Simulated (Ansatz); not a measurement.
This run works on a proposed trial structure, not on a known crystal.

Input and command of a plane-wave DFT calculation in Ansatz:

```yaml
crystal:
  lattice:
    - [3.7475533815, 0.0, 0.0]
    - [-1.8737766908, 3.2454764304, 0.0]
    - [0.0, 0.0, 14.3509871173]
  atoms:
    - { symbol: Mg, position: [0.3333333333, 0.6666666667, 0.6081389217] }
    - { symbol: Mg, position: [0.6666666667, 0.3333333333, 0.3918610783] }
    - { symbol: Mg, position: [0.6666666667, 0.3333333333, 0.1691505873] }
    - { symbol: Mg, position: [0.3333333333, 0.6666666667, 0.8308494127] }
    - { symbol: Cd, position: [0.0, 0.0, 0.0] }
    - { symbol: S, position: [0.6666666667, 0.3333333333, 0.7194794482] }
    - { symbol: S, position: [0.3333333333, 0.6666666667, 0.2805205518] }
    - { symbol: S, position: [0.0, 0.0, 0.5] }
basis:
  ecutwfc: 420
kpoints:
  mp_grid: { grid: [12, 12, 4] }
hamiltonian:
  xc: pbe
scf:
  occupations: { method: gaussian, width: 0.1 }
output:
  forces: true
  stress: true
  eigenvalues: true
relax:
  adjacent_minimum: "off"
  f_tol: 0.01
  max_steps: 30
  cell: { stress_tol: 0.1, fix: [volume] }
```

```bash
ansatz run input.yaml --threads 1 --pin off --max-ram 2560MiB --backend cpu --events-out ev --progress --plain --runs-dir out
```

Processor: Arm Neoverse V2, 1 thread, on a host shared with other jobs.

Q: Estimate time, memory and problem size.

A: About 2.3 min, peak memory 0.67 GiB. It solves 47 bands at 69 k points (after reduction by symmetry) with about 3407 plane waves, in 33 SCF iterations over 4 ionic steps.
